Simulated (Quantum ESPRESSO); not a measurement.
Re2Ti4MgW, one composition in several site orders

Simulated, not a measurement. The program is pw.x of Quantum ESPRESSO 7.5 (plane-wave density functional theory). The cell is made up: eight metal atoms on a face-centred cubic lattice, with elements, volume, strain and displacements drawn at random and not relaxed, so it may be unstable or far from any real phase. PseudoDojo standard norm-conserving files set the functional (PBE unless stated); there is no spin polarisation or spin-orbit coupling, the Fermi-Dirac width of 0.25 eV means electrons at about 2900 K, and the masses in the input are unused placeholders. Heavy elements are run without spin-orbit coupling, which real alloys of them have. A spin test at this wide smearing found no moment, but such smearing suppresses magnetism that the real alloy may have.

The runs put one composition on the sites in different orders. Cell, positions, cutoff, mesh and smearing stay as in the input of run 1; sites are counted in its order. Stress in the tables is positive in tension.

Input of run 1:

```
&control calculation='scf', pseudo_dir='./dojo.nc.sr.pbe.v0_5.standard.upf', outdir='./o', disk_io='minimal', tprnfor=.true., tstress=.true. /
&system ibrav=0, nat=8, ntyp=4, nbnd=68, ecutwfc=84.00895049, nosym=.true., tot_charge=0,
 occupations='smearing', smearing='fd', degauss=0.0183746611
/
&electrons conv_thr=1.470e-08, electron_maxstep=70, mixing_beta=0.5 /
ATOMIC_SPECIES
Mg 1.0 Mg.upf
Re 1.0 Re.upf
Ti 1.0 Ti.upf
W 1.0 W.upf
CELL_PARAMETERS angstrom
0.0026 2.0724 2.1124
0.0612 4.0616 -4.1414
-8.5143 -2.0972 2.1267
ATOMIC_POSITIONS angstrom
Re 0.0287 -0.0821 0.0987
Re -4.2913 0.0794 -0.0478
Ti 0.022 1.928 -2.0386
Mg -4.2927 2.0984 -2.0023
W -6.4232 -0.0549 2.1359
Ti -1.9988 2.0886 0.0504
Ti -6.3507 2.0093 0.0197
Ti -2.059 4.1048 -1.9904
K_POINTS automatic
8 4 3 1 1 1
```

| run | elements on sites 1 to 8 | free energy less that of run 1 (eV) | -TS (eV) | pressure (GPa) | stress xx (GPa) | stress yy (GPa) | stress zz (GPa) | stress yz (GPa) | stress xz (GPa) | stress xy (GPa) | iterations |
| --- | --- | --- | --- | --- | --- | --- | --- | --- | --- | --- | --- |
| 1 | Re Re Ti Mg W Ti Ti Ti | 0.000 | -2.280 | -12.95 | 12.46 | 13.71 | 12.70 | 1.44 | -0.20 | 0.31 | 21 |
| 2 | Ti Re Re Ti Ti W Mg Ti | 0.196 | -2.330 | -13.10 | 10.43 | 14.99 | 13.89 | -0.05 | -1.08 | 2.08 | 22 |
| 3 | Ti W Re Ti Ti Mg Re Ti | -0.036 | -2.245 | -12.85 | 11.10 | 13.97 | 13.50 | -1.02 | 1.33 | -2.04 | 20 |
| 4 | Ti Ti Re Mg Re Ti Ti W | 0.140 | -2.308 | -12.92 | 10.40 | 14.77 | 13.59 | -0.32 | -0.22 | 1.43 | 20 |
| 5 | Mg Re Ti W Ti Ti Re Ti | 0.423 | -2.372 | -12.78 | 11.36 | 13.73 | 13.26 | -0.60 | -1.02 | 0.35 | 22 |
| 6 | Ti W Mg Re Ti Ti Ti Re | 0.524 | -2.355 | -13.16 | 11.08 | 14.79 | 13.59 | -0.48 | -0.95 | 0.17 | 23 |

Forces Fx Fy Fz (eV/Å):

| site | run 1 | run 2 | run 3 | run 4 | run 5 | run 6 |
| --- | --- | --- | --- | --- | --- | --- |
| 1 | 0.14 0.21 -0.18 | -0.55 0.27 -0.20 | 0.59 -0.14 0.20 | -0.08 0.16 -0.10 | 0.35 0.17 -0.08 | -1.00 0.06 -0.07 |
| 2 | -0.41 -0.83 0.78 | 1.17 -0.62 0.39 | -0.53 -0.32 0.34 | 0.18 -1.35 1.21 | -0.34 0.07 -0.18 | 0.70 -0.30 0.14 |
| 3 | 0.32 0.30 -0.07 | -0.54 -0.13 0.04 | 0.95 0.78 -0.59 | 0.51 -0.06 0.07 | 0.67 0.88 -0.49 | -0.29 0.67 -0.32 |
| 4 | 0.50 -0.07 -0.35 | 0.65 -0.28 -0.10 | -0.06 -0.06 -0.23 | 0.31 0.27 -0.67 | 0.26 -0.25 0.05 | 0.84 0.05 -0.04 |
| 5 | -0.26 0.59 -0.38 | -0.09 1.16 -0.86 | -0.29 0.66 -0.40 | -1.11 0.82 -0.56 | 0.77 0.07 0.02 | 1.41 -0.31 0.27 |
| 6 | -0.43 -0.97 0.74 | -0.42 0.05 0.05 | -0.42 -0.24 0.04 | 0.05 0.07 -0.08 | -1.50 -0.15 -0.13 | -1.41 -0.27 0.07 |
| 7 | -0.03 -0.10 0.30 | -0.03 -0.55 0.81 | -0.12 -0.53 0.57 | -0.49 -0.10 0.35 | 1.26 -0.56 0.74 | 0.91 -0.06 0.16 |
| 8 | 0.18 0.86 -0.84 | -0.20 0.09 -0.13 | -0.12 -0.16 0.07 | 0.63 0.18 -0.22 | -1.45 -0.23 0.08 | -1.15 0.17 -0.21 |

The sites are displaced and not relaxed, so the energy differences mix bonding between neighbours with strain and are not ordering energies. A rerun of one cell of this series at a higher cutoff and on a denser mesh moved values by no more than 0.003 eV in energy, 0.04 GPa in stress and 0.004 eV/Å in force, and a second program with other atomic files agreed on that cell to 2 % rms in force and 0.5 GPa in pressure.